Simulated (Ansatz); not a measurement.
Bi₂Se₃ in space group R-3m (No. 166; Bi on 6c, Se on 3a, Se on 6c), plane-wave PAW PBE+D3(BJ) (Ansatz code). The conduction-band minimum lies at Γ, with 1 equivalent valley. Second derivatives d²E/dk² of the lowest band at one valley (eV·Å²), along Cartesian directions:

```json
[
 {"direction": "[100]", "d²E/dk²": "80.67"},
 {"direction": "[010]", "d²E/dk²": "80.67"},
 {"direction": "[001]", "d²E/dk²": "84.34"},
 {"direction": "[110]", "d²E/dk²": "80.67"},
 {"direction": "[101]", "d²E/dk²": "82.46"},
 {"direction": "[011]", "d²E/dk²": "82.44"}
]
```

Task: Find the principal effective masses, the density-of-states mass and the conductivity mass.

Result: Off-diagonal terms follow from H_xy = H[110] − (H_xx + H_yy)/2, and m*/mₑ = 7.620 eV·Å² over each eigenvalue: 0.090, 0.094, 0.094. One valley's DOS mass (m₁m₂m₃)^(1/3) = 0.093, conductivity mass 3/(Σ 1/mᵢ) = 0.093 mₑ.

Task: What effective density of states Nc follows at 300 K for parabolic valleys?

Result: Nc = 2.509e19 × 1 × (0.093)^(3/2) ≈ 7.1e17 cm⁻³.

Symmetry was held in the PBE+D3(BJ) relaxation. Spin–orbit coupling is left out wherever it is not named.

Potentials: the later of the program's two PAW sets.

Edges and masses are those of Kohn–Sham bands, whose gap is no quasiparticle gap.
